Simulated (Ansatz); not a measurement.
A 2-atom cell of ZnSe started from a crystallographic database, relaxed with r2SCAN, was run in the plane-wave code Ansatz under altered settings. All numbers are computed, without spin polarisation but where a row says otherwise.

```
Zn Se
1.0
     0.00000    2.83242    2.83242
     2.83242    0.00000    2.83242
     2.83242    2.83242    0.00000
Zn Se
1 1
Direct
  0.00000 0.00000 0.00000
  0.25000 0.25000 0.25000
```

The base run's other keys:
```yaml
kpoints:
  mp_grid: { grid: [4, 4, 4] }
hamiltonian:
  xc: hse06
scf:
  occupations: { method: fixed }
  n_extra_bands: 4
```

It takes 13 iterations with 893 plane waves at 420 eV and 8 k points, and leaves a mean stress of +1.55 GPa. The gap over this mesh is 2.444 eV. It ran on 4 threads of Arm Neoverse N1 (shared host).

Outcomes, with energy and stress as changes against the base:
```
                                     setting            outcome  ΔF (meV/atom)  Δ mean stress (GPa)  gap on the mesh (eV)  iterations  wall time
PBE hybrid, exx coeff 0.05, omega 0.2078 1/Å          converged              –                 +0.8                 1.507          12      8.7 s
                   scf.exx.ecutfock_ratio: 2          converged            0.0                  0.0                 2.444          13      8.3 s
    PBE hybrid, exx coeff 0.2, omega 0.3 1/Å          converged              –                 +0.3                 2.052          15      9.3 s
   PBE hybrid, exx coeff 0.75, omega 0.5 1/Å          converged              –                 +0.2                 3.336          19       11 s
             kpoints.mp_grid.grid: [8, 8, 1]  converged, warned           +942                 +8.3                 2.307          17       17 s
```
A dash marks a value that wasn't obtained or can't be compared. Stress is positive in compression. Its mean hides that meshes of lower symmetry stress the axes unequally. The base took 9.2 s.

- PBE hybrid, exx coeff 0.05, omega 0.2078 1/Å. That is 5 % exact exchange, screened with ω = 0.2078 1/Å, against HSE06's 25 % screened at 0.208 1/Å. The mean stress moves by +0.8 GPa and the gap on the mesh by -0.937 eV (to 1.507). Totals of different functionals aren't comparable.
- PBE hybrid, exx coeff 0.2, omega 0.3 1/Å. That is 20 % exact exchange, screened with ω = 0.3 1/Å, against HSE06's 25 % screened at 0.208 1/Å. The mean stress moves by +0.3 GPa and the gap on the mesh by -0.391 eV (to 2.052). Totals of different functionals aren't comparable.
- PBE hybrid, exx coeff 0.75, omega 0.5 1/Å. That is 75 % exact exchange, screened with ω = 0.5 1/Å, against HSE06's 25 % screened at 0.208 1/Å. The mean stress moves by +0.2 GPa and the gap on the mesh by +0.892 eV (to 3.336). Totals of different functionals aren't comparable.
- kpoints.mp_grid.grid: [8, 8, 1]. The free energy moves by +942 meV an atom, the mean stress by +8.3 GPa and the gap on the mesh by -0.136 eV (to 2.307). The mesh breaks the crystal's symmetry, so the stress, and any force that symmetry no longer fixes, lose it too. The mesh is too coarse. Warned: symmetry narrowed by mesh.

Within 1 meV an atom, 0.1 GPa and 0.005 eV of the base stay: scf.exx.ecutfock_ratio: 2.

Spin-orbit coupling is left out.

The program warns that its thresholds are loose for a hybrid's stress.

The meshes of the hybrids are coarse, so their gaps aren't converged to the digits shown.
